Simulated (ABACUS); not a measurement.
Energy against volume for Ca3SbP (Pm-3m, 5 atoms in the cell; from Materials Project mp-1013550, lattice scaled a little): the cell is scaled uniformly, and the atoms keep their fractional positions.

```yaml
crystal:
  lattice:
    - [5.46910, 0.00000, 0.00000]
    - [0.00000, 5.46910, 0.00000]
    - [0.00000, 0.00000, 5.46910]
  atoms:
    - { symbol: Ca, position: [0.00000, 0.50000, 0.50000] }
    - { symbol: Ca, position: [0.50000, 0.00000, 0.50000] }
    - { symbol: Ca, position: [0.50000, 0.50000, 0.00000] }
    - { symbol: Sb, position: [0.00000, 0.00000, 0.00000] }
    - { symbol: P, position: [0.50000, 0.50000, 0.50000] }
```

Level of theory: LDA (PW92), numerical atomic orbitals DZP (confined pseudo-atomic orbitals with Gaussian additions; energy shift 0.01 Ry), PseudoDojo 0.4 standard norm-conserving LDA (tails mended) pseudopotentials in ABACUS.

Held fixed: basis = DZP numerical atomic orbitals, energy shift 0.01 Ry; KPT = MP 5 5 5 0 0 0; basis_type = lcao; dft_functional = PWLDA; ecutwfc = 100 Ry; smearing_method = gaussian; smearing_sigma = 0.00367493 Ry; potentials = PseudoDojo 0.4 standard norm-conserving LDA (tails mended); symmetry = 1; ks_solver = genelpa; scf_nmax = 100; scf_thr = 1.0e-07; mixing_type = pulay.

Spin-orbit coupling is left out, which matters for bands and gaps with elements this heavy. The atom-centred basis is finite, which shifts total energies and pressures against plane waves. The structure comes from a collection of computed structures, made at another level of theory; the collection holds predicted forms beside known ones. Its lattice was then scaled.

| V (Å³/atom) | V/V(base) | ΔF (meV/atom, from the lowest row) | pressure (GPa) |
|---|---|---|---|
| 30.754 | 0.940 | 0.0 | -2.55 |
| 31.409 | 0.960 | 11.9 | -3.27 |
| 32.063 | 0.980 | 26.8 | -3.96 |
| 32.390 | 0.990 | 35.1 | -4.27 |
| 32.717 | 1.000 | 44.1 | -4.54 |
| 33.044 | 1.010 | 53.7 | -4.80 |
| 33.372 | 1.020 | 63.7 | -5.04 |
| 34.026 | 1.040 | 85.3 | -5.52 |
| 34.680 | 1.060 | 108.7 | -5.95 |

The minimum lies outside the scanned range, at smaller volume.

The atomic orbitals were generated for these runs; they are not ABACUS's published sets and were checked against plane waves on a few crystals only.

“Tails mended”: in these copies of the files the far tail of each local potential was reset to the Coulomb form.
